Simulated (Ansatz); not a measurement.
CoPtO₂:
Space group R-3m, hexagonal axes (No. 166); a = 2.854 Å, b = 2.854 Å, c = 17.901 Å, α = 90.00°, β = 90.00°, γ = 120.00°

```
atom  site  symmetry       x       y       z
----  ----  --------  ------  ------  ------
Pt      3a       -3m  0.0000  0.0000  0.0000
Co      3b       -3m  0.0000  0.0000  0.5000
O       6c        3m  0.0000  0.0000  0.1123
```
(The calculation used a cell of 4 atoms; values per cell refer to that cell.)

Relaxed at zero pressure with DFT-PBE in the program Ansatz with PAW potentials.

Q: The volume is raised by 9 % and shape and atoms relax at that volume. What pressure results, and how do the axes share the change?

A: -15.7 GPa; a 3.6 %, b 3.6 %, c 1.5 %; the energy rises by 51 meV/atom.

Q: Give the new structure.

A: 
Space group R-3m, hexagonal axes (No. 166); a = 2.958 Å, b = 2.958 Å, c = 18.164 Å, α = 90.00°, β = 90.00°, γ = 120.00°

```csv
atom,site,symmetry,x,y,z
Pt,3a,-3m,0.0000,0.0000,0.0000
Co,3b,-3m,0.0000,0.0000,0.5000
O,6c,3m,0.0000,0.0000,0.1131
```

The phase is kept; no other phase was compared at this pressure.

The PBE relaxation kept the symmetry of its start. The workflow began spin-polarised and lost its moments. No Hubbard U is applied. Scalar-relativistic: spin–orbit coupling is off unless named, which matters more the heavier the elements.

Potentials: the later of the program's two PAW sets.
